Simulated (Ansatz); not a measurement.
## Hf (Im-3m), two-dimensional strain map

All numbers below come from Ansatz 0.2.0, DFT PBEsol, scalar-relativistic, plane waves, PAW. The runs took a 420 eV cutoff, a Γ-centred 18×18×18 mesh and Gaussian smearing (0.15 eV). Spin–orbit coupling is left out, which can shift energies with elements as heavy as these. No spin polarisation. Energies are free energies at this smearing, counted from the undisturbed cell; pressure is positive in compression.

The starting cell (as given, not relaxed at this level; it stands at -9.0 GPa; this bcc form isn't the usual structure):

```
Hf
1.0
    -1.80500    1.80500    1.80500
     1.80500   -1.80500    1.80500
     1.80500    1.80500   -1.80500
Hf
1
Direct
  0.00000 0.00000 0.00000
```

The cell is strained by p along both x and y and by q along z, fractional coordinates fixed. Points are written (p, q). At -9 GPa the given cell is far from its own equilibrium, so these figures belong to a strongly strained crystal.

Energy above the undisturbed cell in meV/atom (a dash: not computed):

```
 p \ q  -0.050  -0.025  0.000  0.025  0.050
-0.050       ?   -63.5  -71.8      ?  -69.4
-0.025   -69.0       ?  -52.0  -34.9  -13.4
 0.000   -57.1   -30.8    0.0   35.0      ?
 0.025   -17.3    28.7   78.3  130.4  184.6
 0.050    49.5   111.0  177.6  246.3  315.8
```

(1) Fill in the withheld energies.

## Answers

(1) (-0.050, -0.050): -47.0; (-0.050, 0.025): -73.2; (-0.025, -0.025): -63.7; (0.000, 0.050): 73.2.